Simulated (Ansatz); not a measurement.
Ti:
```yaml
crystal:
  lattice:
    - [2.93485, 0.00000, 0.00000]
    - [-1.46742, 2.54165, 0.00000]
    - [0.00000, 0.00000, 4.64202]
  atoms:
    - { symbol: Ti, position: [0.33333, 0.66667, 0.25000] }
    - { symbol: Ti, position: [0.66667, 0.33333, 0.75000] }
```

Relaxed with r²SCAN. Special points in fractions of this cell's reciprocal vectors: Γ (0.000, 0.000, 0.000); M (0.500, 0.000, 0.000); K (0.333, 0.333, 0.000); A (0.000, 0.000, 0.500); L (0.500, 0.000, 0.500); H (0.333, 0.333, 0.500).

Question: List the band energies nearest the Fermi level at these points for plane-wave PAW r²SCAN (Ansatz code).

Answer: In eV from the Fermi level; about four levels below and three above (degenerate sets whole), none deeper than 8.9 eV; points with the same levels are listed once.

| k | below | above |
|---|---|---|
| Γ | -6.66 -2.88 | 0.58 0.85 0.85 |
| M | -2.53 -2.30 -1.95 -0.84 | 0.60 0.70 1.26 |
| K | -1.76 -1.57 -1.57 -1.45 | 0.29 0.29 1.64 |
| A | -4.70 -4.70 | 0.06 0.06 0.77 0.77 0.77 0.77 |
| L | -2.69 -2.69 -0.88 -0.88 | 1.25 1.25 1.90 1.90 |
| H | -1.10 -1.10 -0.35 -0.35 | 1.84 1.84 3.32 3.32 |

Space group P6_3/mmc (hcp (Mg type)). The r²SCAN relaxation kept the symmetry of its start; of distortions, only those at the zone centre were tested. No spin polarisation was allowed.

Potentials: the earlier of the program's two PAW sets.
